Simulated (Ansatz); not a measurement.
AlAs (rock salt, Fm-3m) under volume change, DFT-PBEsol in the program Ansatz with PAW potentials, scaled uniformly.

| V (Å³/atom) | E − E(relaxed) (meV/atom) | P (GPa) |
|---|---|---|
| 16.427 | 48.7 | 10.41 |
| 16.969 | 20.5 | 6.39 |
| 17.511 | 4.8 | 2.94 |
| 18.052 | 0.0 | 0.00 |
| 18.594 | 4.3 | -2.50 |
| 19.135 | ? | ? |
| 19.677 | ? | ? |

Problem. Some entries are withheld; supply them.

Solution. 
- 19.677, E − E(relaxed) (meV/atom): 35.1
- 19.677, P (GPa): -6.39
- 19.135, E − E(relaxed) (meV/atom): 16.5
- 19.135, P (GPa): -4.61

Problem. What does a third-order Birch–Murnaghan fit give for V₀, B₀ and B′?

Solution. V₀ = 18.05 Å³/atom, B₀ = 89.8 GPa, B′ = 4.4.

The start of the workflow was typed in or built on a structure type; the Crystallography Open Database copy checked does not list it. It is not the phase usual at ambient conditions (space group No. 216). Symmetry was held in the PBEsol relaxation; whether a distortion lowers the energy is not shown.

Potentials: the earlier of the program's two PAW sets. The files were generated under PBE; for other functionals the program regenerates the frozen cores, and for LDA and PBEsol the local potential too.
